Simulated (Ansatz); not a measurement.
An elastic tensor (GPa, Voigt order, standard axes) from r²SCAN (plane waves, PAW; program Ansatz):

```tsv
	1	2	3	4	5	6
1	397	249	179	0.0	0.0	0.0
2	249	397	179	0.0	0.0	0.0
3	179	179	515	0.0	0.0	0.0
4	0.0	0.0	0.0	131	0.0	0.0
5	0.0	0.0	0.0	0.0	131	0.0
6	0.0	0.0	0.0	0.0	0.0	74.3
```

Question: Pick the material that matches.
A. MoRh, P-6m2 (Mo on 1b, Rh on 1c)
B. Sn, hcp (Mg type)
C. Ti2SnC, P6_3/mmc (Ti on 4f, Sn on 2d, C on 2a)
D. ZnO, NiAs type

Answer: A, MoRh, P-6m2 (Mo on 1b, Rh on 1c)

The workflow started from a Materials Project entry (that database holds measured and hypothetical structures alike); the Crystallography Open Database copy checked does not list it. With Mo and Rh taken as one species the cell has the higher symmetry P6_3/mmc, so it may be an ordered model of a mixed-site phase. Its standing as an ambient phase is unchecked. The cell was relaxed with r²SCAN under the symmetry of its start; whether a distortion lowers the energy is not shown. No spin polarisation was allowed. As this level gives no gap, shear constants depend on the k-mesh and smearing (Fermi–Dirac, 0.1 eV here).

Potentials: the later of the program's two PAW sets.
